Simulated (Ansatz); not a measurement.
RbHO:
```
CELL_PARAMETERS angstrom
      4.14679     0.00000     0.00000
      0.00000     4.11889     0.00000
     -1.48405     0.00000     5.77033
ATOMIC_POSITIONS crystal
  Rb 0.17431 0.25000 0.28988
  Rb 0.82569 0.75000 0.71012
  H  0.47485 0.25000 0.92194
  H  0.52515 0.75000 0.07806
  O  0.32552 0.25000 0.76724
  O  0.67448 0.75000 0.23276
```

Plane-wave PAW PBEsol (Ansatz code) gives a gap of 3.20 eV without spin–orbit coupling, maximum at B, minimum at Γ.

**Question.** What happens when spin–orbit coupling is switched on?

**Answer.** The gap stays essentially unchanged, to 3.20 eV; maximum at B, minimum at Γ.

**Question.** Give the electron effective mass with spin–orbit coupling.

**Answer.** 0.41, 0.41, 0.45 mₑ (principal values).

**Question.** Give the hole effective mass with spin–orbit coupling.

**Answer.** 0.91, 2.4, 9.0 mₑ (principal values).

Space group P2_1/m. The workflow started from a Materials Project entry (that database holds measured and hypothetical structures alike); the Crystallography Open Database copy checked does not list it. Its standing as an ambient phase is unchecked. The PBEsol relaxation kept the symmetry of its start; its stability against distortions is not shown here.

Potentials: the later of the program's two PAW sets.
